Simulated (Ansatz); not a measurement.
## Vibrational response of MnCu$_{5}$

The calculation used DFT PBE, scalar-relativistic, plane waves, PAW in Ansatz 0.2.0. Settings: 420 eV plane-wave cutoff, Γ-centred 14×14×4 mesh, Gaussian smearing of 0.20 eV. Collinear spin, site moments 3.3, 0.0, 0.0, 0.1, 0.1, 0.0 μB. Phonons by linear response, acoustic sum rule imposed.

Equilibrium structure at this level:
```
Mn Cu
1.0
     2.63203    0.00000    0.00000
     0.00000    2.63203    0.00000
     0.00000    0.00000   10.66147
Mn Cu
1 5
Direct
  0.50000 0.50000 0.50000
  0.00000 0.00000 0.00000
  0.50000 0.50000 0.16340
  0.00000 0.00000 0.32826
  0.00000 0.00000 0.67174
  0.50000 0.50000 0.83660
```

It was reached by relaxing an invented guess, and it needn't be the stable form of this composition. In a metal, frequencies depend on the k mesh and the smearing, soft modes most.

(1) Is this structure stable against zone-centre distortions?

(2) List the optical modes at Γ (i marks imaginary ones).

## Answers

(1) Yes, at Γ: no optical mode is imaginary. Strains and other wave vectors aren't tested by this run.

(2)
| frequency (cm⁻¹) | degeneracy |
| --- | --- |
| 94 | 2 |
| 95 | 2 |
| 128 | 1 |
| 129 | 1 |
| 156 | 2 |
| 164 | 2 |
| 185 | 2 |
| 211 | 1 |
| 219 | 1 |
| 245 | 1 |
